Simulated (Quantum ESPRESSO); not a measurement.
## InYHfO4F2 (one run as intended and one with a planted mistake)

Computed values, not a measurement. The program is pw.x of Quantum ESPRESSO 7.5 (plane-wave density functional theory). The cell is made up: 9 atoms on a corundum lattice with one site empty, with randomly drawn elements, strain and displacements, not relaxed. PseudoDojo standard norm-conserving files (v0.5 for PBE, v0.4.1 for LDA and PBEsol) set the functional; there is no spin polarisation, spin-orbit coupling or dispersion term, and the masses in the input are unused placeholders.

The hafnium pseudopotential is less sure than the others, with forces about 3 percent (worst 6) and pressure in oxides about 1.5 GPa (worst 2.7) from a second method in checks, which no rerun with the same files tests.

Intended input:

```
&control calculation='scf', pseudo_dir='./dojo.nc.sr.pbe.v0_5.standard.upf', outdir='./o', disk_io='low', tprnfor=.true., tstress=.true. /
&system ibrav=0, nat=9, ntyp=5, nbnd=43, ecutwfc=84.00895049, nosym=.true., tot_charge=0,
 occupations='smearing', smearing='fd', degauss=0.0018374661
/
&electrons conv_thr=7.350e-09, electron_maxstep=60, /
ATOMIC_SPECIES
F 1.0 F.upf
Hf 1.0 Hf.upf
In 1.0 In.upf
O 1.0 O.upf
Y 1.0 Y.upf
CELL_PARAMETERS angstrom
2.7628 1.6186 4.8706
-2.7265 1.63 4.8463
0.028 -3.1675 4.8319
ATOMIC_POSITIONS angstrom
In 0.0206 0.0082 5.1225
Y -0.0121 0.0276 2.1587
Hf 0.0276 0.0314 9.4311
O -1.0662 1.6637 8.492
O -0.8202 -1.6583 8.4313
F 1.964 0.218 8.5141
F 1.1055 -1.6049 6.0245
O 0.8605 1.7543 6.0883
O -1.8473 -0.094 6.064
K_POINTS automatic
5 5 5 1 1 1
```

The log is shortened where brackets say so; the opening notice, blank lines, dates and the lines on written files are dropped, and the path of the files is cut. It prints rydbergs, bohrs and kilobars, and counts compression as positive stress.

Log of the intended run:

```
     Program PWSCF v.7.5
     Parallel version (MPI & OpenMP), running on       4 processor cores
     Number of MPI processes:                 4
     Threads/MPI process:                     1
     [start-up lines left out]
     bravais-lattice index     =            0
     lattice parameter (alat)  =      11.0150  a.u.
     unit-cell volume          =     860.7843 (a.u.)^3
     number of atoms/cell      =            9
     number of atomic types    =            5
     number of electrons       =        74.00
     number of Kohn-Sham states=           43
     kinetic-energy cutoff     =      84.0090  Ry
     charge density cutoff     =     336.0358  Ry
     scf convergence threshold =      7.3E-09
     mixing beta               =       0.7000
     number of iterations used =            8  plain     mixing
     Exchange-correlation= PBE
                           (   1   4   3   4   0   0   0)
     [axes and pseudopotential details left out]
   Cartesian axes
     site n.     atom                  positions (alat units)
         1        In     tau(   1) = (   0.0035341   0.0014068   0.8788159  )
         2        Y      tau(   2) = (  -0.0020759   0.0047351   0.3703465  )
         3        Hf     tau(   3) = (   0.0047351   0.0053870   1.6179992  )
         4        O      tau(   4) = (  -0.1829172   0.2854243   1.4568873  )
         5        O      tau(   5) = (  -0.1407135  -0.2844979   1.4464736  )
         6        F      tau(   6) = (   0.3369438   0.0374001   1.4606787  )
         7        F      tau(   7) = (   0.1896595  -0.2753366   1.0335630  )
         8        O      tau(   8) = (   0.1476274   0.3009677   1.0445086  )
         9        O      tau(   9) = (  -0.3169227  -0.0161266   1.0403397  )
     number of k points=    63  Fermi-Dirac smearing, width (Ry)=  0.0018
                       cart. coord. in units 2pi/alat
        k(    1) = (  -0.0005335  -0.0006671   0.1201988), wk =   0.0320000
        k(    2) = (  -0.0014004  -0.2444054   0.2016898), wk =   0.0320000
     [further k points left out]
     Dense  grid:    89561 G-vectors     FFT dimensions: (  72,  64,  64)
     Estimated max dynamical RAM per process >     265.68 MB
     Estimated total dynamical RAM >     997.11 MB
     Initial potential from superposition of free atoms
     starting charge      73.9898, renormalised to      74.0000
     Starting wfcs are   53 randomized atomic wfcs
     total cpu time spent up to now is        6.5 secs
     per-process dynamical memory:   206.2 Mb
     Self-consistent Calculation
     iteration #  1     ecut=    84.01 Ry     beta= 0.70
     Davidson diagonalization with overlap
     ethr =  1.00E-02,  avg # of iterations =  2.0
     total cpu time spent up to now is       15.0 secs
     total energy              =    -557.45209317 Ry
     estimated scf accuracy    <       3.07001086 Ry
     iteration #  2     ecut=    84.01 Ry     beta= 0.70
     Davidson diagonalization with overlap
     ethr =  4.15E-03,  avg # of iterations =  4.1
     total cpu time spent up to now is       27.9 secs
     total energy              =    -555.97820764 Ry
     estimated scf accuracy    <      15.01717796 Ry
     [iterations 3 to 12 left out]
     iteration # 13     ecut=    84.01 Ry     beta= 0.70
     Davidson diagonalization with overlap
     ethr =  7.26E-10,  avg # of iterations =  4.1
     total cpu time spent up to now is      164.0 secs
     total energy              =    -559.03082037 Ry
     estimated scf accuracy    <       0.00000003 Ry
     iteration # 14     ecut=    84.01 Ry     beta= 0.70
     Davidson diagonalization with overlap
     ethr =  3.85E-11,  avg # of iterations =  4.2
     total cpu time spent up to now is      177.8 secs
     End of self-consistent calculation
     [lines on levels left out]
!    total energy              =    -559.03082038 Ry
     estimated scf accuracy    <          5.3E-09 Ry
     smearing contrib. (-TS)   =       0.00000000 Ry
     internal energy E=F+TS    =    -559.03082038 Ry
     The total energy is F=E-TS. E is the sum of the following terms:
     one-electron contribution =    -184.37554962 Ry
     hartree contribution      =     135.61872881 Ry
     xc contribution           =    -140.39901016 Ry
     ewald contribution        =    -369.87498941 Ry
     convergence has been achieved in  14 iterations
     Forces acting on atoms (cartesian axes, Ry/au):
     atom    1 type  3   force =    -0.00695709    0.13153414    0.03672376
     atom    2 type  5   force =     0.00387876   -0.01821321   -0.02551215
     atom    3 type  2   force =    -0.01472759   -0.01576469    0.00195240
     atom    4 type  4   force =     0.02232363   -0.10516824    0.08301118
     atom    5 type  4   force =     0.07040389    0.07580220    0.07543292
     atom    6 type  1   force =    -0.06306125   -0.04715652    0.01445910
     atom    7 type  1   force =     0.04627319    0.02262040   -0.03082797
     atom    8 type  4   force =    -0.05698303    0.01677341   -0.07850750
     atom    9 type  4   force =    -0.00115051   -0.06042749   -0.07673172
     Total force =     0.290263     Total SCF correction =     0.000079
     Computing stress (Cartesian axis) and pressure
          total   stress  (Ry/bohr**3)                   (kbar)     P=       11.78
   0.00012638   0.00017936  -0.00024537           18.59       26.38      -36.10
   0.00017936  -0.00019306  -0.00017601           26.38      -28.40      -25.89
  -0.00024537  -0.00017601   0.00030689          -36.10      -25.89       45.15
     init_run     :      6.06s CPU      6.31s WALL (       1 calls)
     electrons    :    170.42s CPU    171.24s WALL (       1 calls)
     forces       :      1.42s CPU      1.43s WALL (       1 calls)
     stress       :      5.22s CPU      5.22s WALL (       1 calls)
     [timing details left out]
     PWSCF        :   3m 3.38s CPU   3m 4.55s WALL
     JOB DONE.
```

A second run has one planted mistake: the cell has the wrong charge. The input lines that differ, file-writing options aside:

```
- &system ibrav=0, nat=9, ntyp=5, nbnd=43, ecutwfc=84.00895049, nosym=.true., tot_charge=0,
+ &system ibrav=0, nat=9, ntyp=5, nbnd=43, ecutwfc=84.00895049, nosym=.true., tot_charge=1,
```

Its log:

```
     Program PWSCF v.7.5
     Parallel version (MPI & OpenMP), running on       4 processor cores
     Number of MPI processes:                 4
     Threads/MPI process:                     1
     [start-up lines left out]
     bravais-lattice index     =            0
     lattice parameter (alat)  =      11.0150  a.u.
     unit-cell volume          =     860.7843 (a.u.)^3
     number of atoms/cell      =            9
     number of atomic types    =            5
     number of electrons       =        73.00
     number of Kohn-Sham states=           43
     kinetic-energy cutoff     =      84.0090  Ry
     charge density cutoff     =     336.0358  Ry
     scf convergence threshold =      7.3E-09
     mixing beta               =       0.7000
     number of iterations used =            8  plain     mixing
     Exchange-correlation= PBE
                           (   1   4   3   4   0   0   0)
     [axes and pseudopotential details left out]
   Cartesian axes
     site n.     atom                  positions (alat units)
         1        In     tau(   1) = (   0.0035341   0.0014068   0.8788159  )
         2        Y      tau(   2) = (  -0.0020759   0.0047351   0.3703465  )
         3        Hf     tau(   3) = (   0.0047351   0.0053870   1.6179992  )
         4        O      tau(   4) = (  -0.1829172   0.2854243   1.4568873  )
         5        O      tau(   5) = (  -0.1407135  -0.2844979   1.4464736  )
         6        F      tau(   6) = (   0.3369438   0.0374001   1.4606787  )
         7        F      tau(   7) = (   0.1896595  -0.2753366   1.0335630  )
         8        O      tau(   8) = (   0.1476274   0.3009677   1.0445086  )
         9        O      tau(   9) = (  -0.3169227  -0.0161266   1.0403397  )
     number of k points=    63  Fermi-Dirac smearing, width (Ry)=  0.0018
                       cart. coord. in units 2pi/alat
        k(    1) = (  -0.0005335  -0.0006671   0.1201988), wk =   0.0320000
        k(    2) = (  -0.0014004  -0.2444054   0.2016898), wk =   0.0320000
     [further k points left out]
     Dense  grid:    89561 G-vectors     FFT dimensions: (  72,  64,  64)
     Estimated max dynamical RAM per process >     265.68 MB
     Estimated total dynamical RAM >     997.11 MB
     Initial potential from superposition of free atoms
     starting charge      73.9898, renormalised to      73.0000
     Starting wfcs are   53 randomized atomic wfcs
     total cpu time spent up to now is        5.6 secs
     per-process dynamical memory:   206.2 Mb
     Self-consistent Calculation
     iteration #  1     ecut=    84.01 Ry     beta= 0.70
     Davidson diagonalization with overlap
     ethr =  1.00E-02,  avg # of iterations =  2.0
     total cpu time spent up to now is       15.3 secs
     total energy              =    -558.17350950 Ry
     estimated scf accuracy    <       2.80794654 Ry
     iteration #  2     ecut=    84.01 Ry     beta= 0.70
     Davidson diagonalization with overlap
     ethr =  3.85E-03,  avg # of iterations =  4.0
     total cpu time spent up to now is       29.5 secs
     total energy              =    -557.38454091 Ry
     estimated scf accuracy    <       9.91274077 Ry
     [iterations 3 to 14 left out]
     iteration # 15     ecut=    84.01 Ry     beta= 0.70
     Davidson diagonalization with overlap
     ethr =  1.62E-09,  avg # of iterations =  2.0
     total cpu time spent up to now is      174.2 secs
     total energy              =    -559.54967626 Ry
     estimated scf accuracy    <       0.00000005 Ry
     iteration # 16     ecut=    84.01 Ry     beta= 0.70
     Davidson diagonalization with overlap
     ethr =  7.25E-11,  avg # of iterations =  4.6
     total cpu time spent up to now is      187.2 secs
     End of self-consistent calculation
     [lines on levels left out]
!    total energy              =    -559.54967628 Ry
     estimated scf accuracy    <          3.6E-09 Ry
     smearing contrib. (-TS)   =      -0.00186075 Ry
     internal energy E=F+TS    =    -559.54781553 Ry
     The total energy is F=E-TS. E is the sum of the following terms:
     one-electron contribution =    -185.04985367 Ry
     hartree contribution      =     134.81134754 Ry
     xc contribution           =    -139.43431998 Ry
     ewald contribution        =    -369.87498941 Ry
     convergence has been achieved in  16 iterations
     Forces acting on atoms (cartesian axes, Ry/au):
     atom    1 type  3   force =    -0.00286017    0.09983922    0.04332466
     atom    2 type  5   force =     0.00433803   -0.01457482   -0.03200425
     atom    3 type  2   force =    -0.00408816   -0.00669450    0.00494590
     atom    4 type  4   force =     0.02776301   -0.08331525    0.07946040
     atom    5 type  4   force =     0.05122370    0.06653133    0.06801750
     atom    6 type  1   force =    -0.06258902   -0.03951439    0.02328695
     atom    7 type  1   force =     0.04705161    0.02879722   -0.03726002
     atom    8 type  4   force =    -0.06575654    0.01767511   -0.07986244
     atom    9 type  4   force =     0.00491755   -0.06874392   -0.06990869
     Total force =     0.264578     Total SCF correction =     0.000088
     Computing stress (Cartesian axis) and pressure
          total   stress  (Ry/bohr**3)                   (kbar)     P=     -142.16
  -0.00090767   0.00013386  -0.00021107         -133.52       19.69      -31.05
   0.00013386  -0.00113980  -0.00012445           19.69     -167.67      -18.31
  -0.00021107  -0.00012445  -0.00085177          -31.05      -18.31     -125.30
     init_run     :      5.11s CPU      5.42s WALL (       1 calls)
     electrons    :    180.97s CPU    181.64s WALL (       1 calls)
     forces       :      1.85s CPU      1.87s WALL (       1 calls)
     stress       :      5.80s CPU      5.80s WALL (       1 calls)
     [timing details left out]
     PWSCF        :   3m13.95s CPU   3m15.04s WALL
     JOB DONE.
```

```
                                            intended run  run with the mistake
                          free energy (eV)     -7606.002             -7613.061
                    smearing term -TS (eV)        0.0000               -0.0253
                            pressure (GPa)          1.18                -14.22
            largest force component (eV/Å)         3.382                 2.567
largest change of a force component (eV/Å)                               0.815
                                iterations            14                    16
```

For scale, a rerun of the intended cell at 1437 eV and a 7 x 7 x 7 mesh moved values by no more than 0.003 eV in energy, 0.03 GPa in stress and 0.002 eV/Å in force. The charged cell sits in a uniform background, so its energy and stress rest on the program's zero of potential.